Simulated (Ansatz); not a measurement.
# FePb2O4 (I4/mmm) at 2 levels of theory

One geometry, relaxed with PBE; plane waves with PAW potentials in Ansatz, scalar-relativistic. Collinear spin, ending at 3.4 μB a primitive cell. +U rows take U_eff Fe 5.30 eV on the d shells. Gaps are the least over mesh and band path; pressure is positive in compression.

```cif
data_structure
_symmetry_space_group_name_H-M 'I4/mmm'
_symmetry_Int_Tables_number 139
_cell_length_a 3.9010
_cell_length_b 3.9010
_cell_length_c 12.7853
_cell_angle_alpha 90.000
_cell_angle_beta 90.000
_cell_angle_gamma 90.000
_cell_volume 194.56
loop_
_atom_site_label
_atom_site_type_symbol
_atom_site_symmetry_multiplicity
_atom_site_Wyckoff_symbol
_atom_site_fract_x
_atom_site_fract_y
_atom_site_fract_z
_atom_site_occupancy
Fe1 Fe 2 a 0.00000 0.00000 0.00000 1
Pb1 Pb 4 e 0.00000 0.00000 0.35822 1
O1 O 4 c 0.00000 0.50000 0.00000 1
O2 O 4 e 0.50000 0.50000 0.35218 1
```

| level | cutoff (eV) | k mesh | gap (eV) | pressure (GPa) | largest moment (μB) |
| --- | --- | --- | --- | --- | --- |
| PBE | 420 | 12×12×12 | 0 | 0.0 | 2.63 |

Question: What comes out on the same cell with PBE+U?

Answer:
```
level  cutoff (eV)    k mesh  gap (eV)  pressure (GPa)  largest moment (μB)
PBE+U          420  12×12×12         0             4.7                 3.49
```

The state reached may not be the lowest one. Spin-orbit coupling matters for the bands of heavy elements and is left out. Moments started parallel, and an antiferromagnetic order may lie lower.

The cell was found from a proposed guess, not taken from experiment.
